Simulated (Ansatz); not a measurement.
**zincblende-structured MoS**

The computed numbers are results of r²SCAN, scalar-relativistic (collinear spin) in the plane-wave PAW code Ansatz at 500 eV, 12×12×12 k-mesh, Gaussian smearing of 0.05 eV. The datasets are Ansatz's generated set soft_2.

```cif
data_structure
_symmetry_space_group_name_H-M 'P 1'
_symmetry_Int_Tables_number 1
_cell_length_a 3.7868
_cell_length_b 3.7868
_cell_length_c 3.7868
_cell_angle_alpha 60.000
_cell_angle_beta 60.000
_cell_angle_gamma 60.000
_cell_volume 38.40
loop_
_atom_site_label
_atom_site_type_symbol
_atom_site_fract_x
_atom_site_fract_y
_atom_site_fract_z
_atom_site_occupancy
Mo1 Mo 0.00000 0.00000 0.00000 1
S1 S 0.25000 0.25000 0.25000 1
```

The start was a prototype's sites filled with these elements, not a measured cell.

Magnetic state: ferromagnetic, site spin moments Mo 0.81 μB.

The cell above was scaled in volume, its shape and atoms being fixed by the lattice's symmetry. Energies are counted from the cell above.

| V (Å³/atom) | ΔE (meV/atom) | P (GPa) | largest moment (μB) |
| --- | --- | --- | --- |
| 18.43 | 14.5 | 6.2 | 0.78 |
| 18.81 | 3.6 | 3.0 | 0.80 |
| 19.20 | 0.0 | 0.1 | 0.81 |
| 19.58 | 2.9 | -2.4 | 0.83 |
| 19.97 | 11.5 | -4.7 | 0.85 |
| 20.54 | 33.8 | -7.6 | 0.88 |

(1) What do the points give for the equilibrium volume, the bulk modulus and its pressure derivative (third-order Birch–Murnaghan)?

Answer:

(1) V0 = 19.21 Å³/atom, B0 = 135 GPa, B0′ isn't fixed: the energies give 5.0, and a fit of the pressures differs by over 0.35.

B0·V0 = 134.6 GPa × 19.21 Å³ = 16.14 eV/atom sets the scale: near the minimum ΔE ≈ ½ B0 V0 x², with x = V/V0 − 1, and a pressure of 1.3 GPa squeezes the volume by about 1 %. At the ends of the curve: x = −4.1 % predicts 13.4 meV/atom and the run gives 14.5; x = +6.9 % predicts 38.6 meV/atom and the run gives 33.8. The curve is steeper than the parabola on the compressed side and flatter on the expanded side: the bulk modulus rises with pressure.

The run wasn't fully tested for a lower electronic state. Site moments are of spin, integrated over atomic spheres. The moments were started parallel, and the real magnetic order may be another. The run is a metal.
